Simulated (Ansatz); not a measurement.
The relaxed structure here is a generated cell of S: the first start was made by placing the elements on the sites of a structure type, and the end was not matched to a known phase here, so it may be hypothetical.

A relaxed cell of S (Pm-3n (No. 223)), relaxed on a k-mesh at least as fine as the one used below. These are r2SCAN (plane waves to 500 eV, PAW, scalar-relativistic; Ansatz, a program for electronic structure) values and carry that method's errors. Γ-centred k-mesh 5×5×5 on the run's cell (coarser than for final values), Fermi–Dirac smearing 0.05 eV.

```
S
1.0
    5.06897     0.00000     0.00000
    0.00000     5.06897     0.00000
    0.00000     0.00000     5.06897
S
8
Direct
  0.25000   0.00000   0.50000
  0.75000   0.00000   0.50000
  0.00000   0.50000   0.25000
  0.00000   0.50000   0.75000
  0.50000   0.25000   0.00000
  0.50000   0.75000   0.00000
  0.00000   0.00000   0.00000
  0.50000   0.50000   0.50000
```

Every atom was then displaced, and the forces became (eV/Å):

| atom | Fx | Fy | Fz |
|---|---|---|---|
| S1 | -0.92 | -0.05 | -0.22 |
| S2 | 0.56 | -0.29 | -0.60 |
| S3 | -0.11 | 0.04 | -1.74 |
| S4 | 0.11 | -0.42 | 1.60 |
| S5 | -0.30 | -1.24 | 0.33 |
| S6 | -0.02 | 0.69 | -0.40 |
| S7 | 0.12 | 0.35 | -0.08 |
| S8 | 0.54 | 0.91 | 1.10 |

**Question.** Which atom was moved farthest relative to the others, and in which direction?

**Answer.** S8, by (0.08, 0.09, 0.14) Å (0.18 Å, mean shift removed); the next is S3 with 0.14 Å. Its force makes an angle of 7° with its move.

All displacements (Å):

```csv
atom,ux,uy,uz
S1,-0.054,0.059,0.076
S2,0.005,0.036,0.022
S3,-0.024,0.054,-0.099
S4,0.067,-0.019,0.136
S5,-0.007,-0.080,0.030
S6,0.058,0.037,-0.070
S7,0.012,0.049,-0.003
S8,0.096,0.124,0.172
```

**Question.** Estimate the energy cost of the displacement in the harmonic approximation and compare with the calculation.

**Answer.** For a harmonic well ΔE = −½ Σ F·u = -0.479 eV a cell, or -60 meV/atom. The calculated energy relative to the undisplaced cell is -0.06 eV/atom, so the harmonic estimate holds well.

The undisplaced cell is probably no minimum: from this displacement the run went on to P1 (No. 1), 1.33 eV/atom below it.

No spin polarisation in the result.
